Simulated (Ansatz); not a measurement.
Polymorphs of Ga, each relaxed with DFT-PBE in the program Ansatz with PAW potentials:

A: α-Ga (Cmce)
a = 4.582 Å, b = 7.743 Å, c = 4.583 Å, α = β = γ = 90.00°

```tsv
atom	site	symmetry	x	y	z
Ga	8f	m..	0.0000	0.3437	0.4176
```

B: diamond (Fd-3m)
a = b = c = 5.878 Å, α = β = γ = 90.00°

```csv
atom,site,symmetry,x,y,z
Ga,8b,-43m,0.5000,0.5000,0.5000
```

### Question
Order them by energy per atom at 0 K (lowest first) at the level PBE.

### Answer
A (+0 meV/atom), B (+279 meV/atom)

Typed or built starts, not in the databases checked: B. Not the usual ambient phase: B. All cells were relaxed under the symmetry of their starts (and spin orders); stability against distortions was not tested throughout. Scalar-relativistic: spin–orbit coupling is off unless named, which matters more the heavier the elements.

Energies hold the estimated change up to a 700 eV cutoff; steps of a few meV lie near the error of the meshes.

Potentials: the earlier of the program's two PAW sets.
